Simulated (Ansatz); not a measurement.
Cd:
```cif
data_Cd2
_chemical_formula_sum 'Cd2'
_space_group_name_H-M_alt 'P63/mmc'
_space_group_IT_number 194
_space_group_name_Hall '-P 6c 2c'
_cell_length_a 2.99500
_cell_length_b 2.99500
_cell_length_c 5.46746
_cell_angle_alpha 90.000
_cell_angle_beta 90.000
_cell_angle_gamma 120.000
loop_
_atom_site_label
_atom_site_type_symbol
_atom_site_symmetry_multiplicity
_atom_site_Wyckoff_symbol
_atom_site_fract_x
_atom_site_fract_y
_atom_site_fract_z
_atom_site_occupancy
Cd1 Cd 2 d 0.66667 0.33333 0.25000 1
```

Relaxed at zero pressure with PBE+D3(BJ) in the plane-wave PAW code Ansatz.

The volume is lowered by 3 % and shape and atoms relax at that volume. What pressure results, and how do the axes share the change?

1.8 GPa; a -0.8 %, b -0.8 %, c -1.4 %; the energy rises by 4 meV/atom.

Give the new structure.


Space group P6₃/mmc (No. 194); a = 2.9701 Å, b = 2.9701 Å, c = 5.3928 Å, α = 90.00°, β = 90.00°, γ = 120.00°

```
atom  site  symmetry       x       y       z
----  ----  --------  ------  ------  ------
Cd      2d      -6m2  0.6667  0.3333  0.2500
```

The phase is kept; no other phase was compared at this pressure.

Space group P6_3/mmc (hcp (Mg type)). Symmetry was held in the PBE+D3(BJ) relaxation. The pairwise dispersion correction was not fitted to metals. Axis ratios of metals converge slowly with the k-mesh, so a and c are less sure than the volume.

Potentials: the later of the program's two PAW sets.
